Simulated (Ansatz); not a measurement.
PbS:
```
PbS
1.0
    2.08711     1.20500     3.40711
   -2.08711     1.20500     3.40711
    0.00000    -2.40999     3.40711
Pb S
1 1
Direct
  0.50000   0.50000   0.50000
  0.00000   0.00000   0.00000
```

The program Ansatz at the PBEsol level (PAW) gives a gap of 0.19 eV without spin–orbit coupling, maximum at L, minimum at T.

Q: What happens when spin–orbit coupling is switched on?

A: The gap grows by 0.04 eV, to 0.23 eV; maximum at L, minimum on the T–H2 line, 3 % of the way from T. The small gap may have closed and reopened with inverted band order, as semilocal functionals often give for heavy narrow-gap crystals.

Space group Fm-3m (rock salt). The PBEsol relaxation kept the symmetry of its start.

Potentials: the later of the program's two PAW sets.
